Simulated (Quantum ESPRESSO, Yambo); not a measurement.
CdF2 (fluorite, space group Fm-3m, No. 225): one geometry, one set of LDA (pw.x of Quantum ESPRESSO, ONCV potentials, without SOC) orbitals, self-energies from Yambo (4×4×4 Γ-centred k mesh, bands 5 to 98 and a 10 Ry block in the screening, 98 bands in G with the Bruneval-Gonze terminator, plasmon pole fitted at 27.2 eV).

| level | gap W → Γ (eV) | direct gap at Γ (eV) |
|---|---|---|
| LDA (Quantum ESPRESSO) | 2.80 | 3.27 |
| exchange only (Hartree-Fock self-energy on LDA orbitals) | 15.19 | 15.79 |
| static COHSEX@LDA | 7.02 | 7.66 |
| G0W0@LDA, plasmon pole | 5.79 | 6.52 |
| G0W0@LDA, multipole fit to 8 frequencies, no terminator | ___ | ___ |
| G0W0@LDA, plasmon pole, no terminator | ___ | ___ |

Q: Some entries are withheld; supply them.

A: 
- G0W0@LDA, multipole fit to 8 frequencies, no terminator, gap W → Γ (eV): 5.57
- G0W0@LDA, multipole fit to 8 frequencies, no terminator, direct gap at Γ (eV): 6.30
- G0W0@LDA, plasmon pole, no terminator, gap W → Γ (eV): 5.63
- G0W0@LDA, plasmon pole, no terminator, direct gap at Γ (eV): 6.36

Bare exchange has no screening and gives the widest gap; static COHSEX screens it but leaves out the frequency dependence, which G0W0 restores.

Nearest settings tried, and what they do to the gap: 65 bands in W, 65 bands in G: +82 meV; 8 Ry block (137 vectors against 169): -26 meV. Not varied: mesh. So the settings aren't converged at that level.

Geometry of the Materials Project entry, not relaxed at this level; primitive cell a = b = c = 3.819 Å, α = β = γ = 60.00°.
